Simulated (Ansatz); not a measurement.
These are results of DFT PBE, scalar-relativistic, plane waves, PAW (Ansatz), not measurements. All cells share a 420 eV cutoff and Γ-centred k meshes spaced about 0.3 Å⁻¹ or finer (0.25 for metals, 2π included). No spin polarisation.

Temperature and zero-point effects are left out.

Two relaxed structures of Ga₂SnO₂:

A. Space group P-3m1 (No. 164), trigonal, a = 3.092 Å, c = 9.318 Å. Around Ga lie 3 O at 2.03 Å; around Sn lie 6 O at 3.08 Å and 6 Sn at 3.09 Å; O is surrounded by 3 Ga at 2.03 Å, 3 Sn at 3.08 Å and 6 O at 3.09 Å.

B. Space group I4/mmm (No. 139), tetragonal, a = 3.572 Å, c = 13.119 Å. Ga has 4 O at 2.02 Å, 4 Ga at 3.16 Å and 4 Sn at 3.44 Å; around Sn lie 8 Ga at 3.44 Å, 4 Sn at 3.57 Å and 8 O at 3.73 Å; around O lie 4 Ga at 2.02 Å, 4 O at 2.53 Å, 4 O at 3.57 Å and 4 Sn at 3.73 Å.

Question: Which is lower in energy, and by how much?

Answer: B is lower, by 10 meV/atom. A has space group P-3m1 (No. 164), 15.4 Å³/atom and no gap on its mesh; B has space group I4/mmm (No. 139), 16.7 Å³/atom and no gap. Counting O atoms around Ga and Sn (those within 1.25 times the shortest such distance or 1.15 times the sum of covalent radii; the shortest distance is added where it is long for a bond), A has Ga 3, Sn 6 from 3.1 Å and B has Ga 4, Sn 8 from 3.7 Å. Both come from trial cells of a structure search, whose lowest cell (C2/c, 17.0 Å³/atom) lies 238 meV/atom below the lower of the two.

The k mesh leaves some 4 meV/atom of noise in the energy of each metallic cell. No dispersion correction is applied, so the spacing and binding between layers, chains or molecules are poorly described (P-3m1, I4/mmm), and this can change margins and order among such cells. Cells relaxed within their symmetry can be saddle points. Some structure types and database cells were kept out of the candidates from the start, so a known form may be missing.
